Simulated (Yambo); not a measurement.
Absorption of a free-standing SrHI monolayer (symmetry P4/nmm, slab cell 20.5 Å high) with and without the electron-hole interaction (Yambo, PBEsol bands; 8×8×1 mesh, 8 valence and 17 conduction bands, static screening with 89 bands and a 3 Ry block, scissor 2.58 eV, Tamm-Dancoff, stochastic integration of W near q = 0; field along x).

```csv
E (eV),"Im α, BSE (Å)","Im α, independent quasiparticles (Å)"
4.20,0.14,0.03
4.30,0.16,0.04
4.40,0.18,0.04
4.50,0.20,0.04
4.60,0.23,0.04
4.70,0.27,0.04
4.80,0.33,0.05
4.90,0.40,0.05
5.00,0.50,0.05
5.10,0.65,0.06
5.20,0.88,0.06
5.30,1.30,0.06
5.40,2.12,0.07
5.50,4.12,0.08
5.60,10.0,0.08
5.70,16.7,0.09
5.80,8.56,0.10
5.90,5.97,0.11
6.00,7.95,0.12
6.10,7.50,0.13
6.20,6.25,0.15
6.30,6.53,0.17
6.40,6.50,0.21
6.50,5.08,0.25
6.60,4.93,0.32
6.70,5.11,0.48
6.80,4.92,0.76
6.90,5.06,0.87
7.00,4.26,1.28
7.10,4.01,1.69
7.20,4.02,1.97
7.30,4.11,3.19
7.40,3.49,4.31
7.50,2.76,4.87
7.60,2.87,4.86
7.70,2.43,4.52
7.80,2.06,5.04
7.90,1.94,5.93
8.00,2.06,7.27
8.10,2.65,6.41
8.20,2.63,6.28
8.30,2.24,6.63
8.40,2.43,6.72
8.50,2.70,6.49
8.60,2.68,7.87
8.70,2.66,7.55
8.80,2.78,5.15
8.90,2.33,4.49
9.00,2.15,4.26
9.10,2.46,3.80
9.20,2.79,3.49
9.30,2.71,3.61
9.40,2.64,4.36
9.50,2.60,4.13
9.60,2.43,4.09
9.70,2.18,3.84
9.80,2.19,3.29
9.90,2.43,3.71
10.00,2.33,3.54
10.10,2.32,3.67
10.20,2.39,3.89
10.30,2.40,3.17
10.40,1.92,3.09
10.50,1.52,3.46
10.60,1.44,3.66
10.70,1.74,3.33
10.80,1.68,3.04
10.90,1.64,3.06
11.00,1.39,2.76
11.10,1.03,3.11
```

The scissor comes from a G0W0 run whose convergence isn't established. Broadening 0.1 eV. The band window holds all transitions up to 12.1 eV. Fine structure above the onset can come from the mesh.

Without spin-orbit coupling, band edges of such heavy elements can be off by tenths of an eV.

Geometry relaxed with PBEsol; primitive cell a = b = 4.2130 Å, c = 20.5000 Å, α = β = γ = 90.00°.

This is a model layer cut from the bulk structure; whether it is stable on its own was not checked.
